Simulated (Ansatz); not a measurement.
**Be2Co: relaxed-ion elastic tensor**

Level of theory: DFT PBE, scalar-relativistic, plane waves, PAW (Ansatz). Settings: 420 eV plane-wave cutoff, Γ-centred 18×18×20 mesh, Fermi-Dirac smearing of 0.15 eV. No spin polarisation.

Relaxed structure:
```yaml
crystal:
  lattice:
    - [3.51118, 0.00000, 0.00000]
    - [-1.75559, 3.04077, 0.00000]
    - [0.00000, 0.00000, 2.38329]
  atoms:
    - { symbol: Be, position: [0.33333, 0.66667, 0.50000] }
    - { symbol: Be, position: [0.66667, 0.33333, 0.50000] }
    - { symbol: Co, position: [0.00000, 0.00000, 0.00000] }
```

It was reached by relaxing an invented guess, and it needn't be the stable form of this composition. In a metal, frequencies and elastic constants depend on the k mesh and the smearing, soft modes and shear constants most.

Question: Give the relaxed-ion elastic constants (GPa, Voigt order xx yy zz yz xz xy, on the Cartesian axes of the cell above).

Answer:
```
331.9  93.5  76.9   0.0   0.0   0.0
 93.5 331.9  76.9   0.0   0.0   0.0
 76.9  76.9 417.2   0.0   0.0   0.0
  0.0   0.0   0.0 120.7   0.0   0.0
  0.0   0.0   0.0   0.0 120.7   0.0
  0.0   0.0   0.0   0.0   0.0 119.2
```

Question: Is the crystal stable against homogeneous strain?

Answer: Yes: the least eigenvalue of the tensor is 119.2 GPa.

Question: And the moduli of a polycrystal (Hill averages)?

Answer: B = 175 GPa, G = 127 GPa, E = 306 GPa, ν = 0.21.
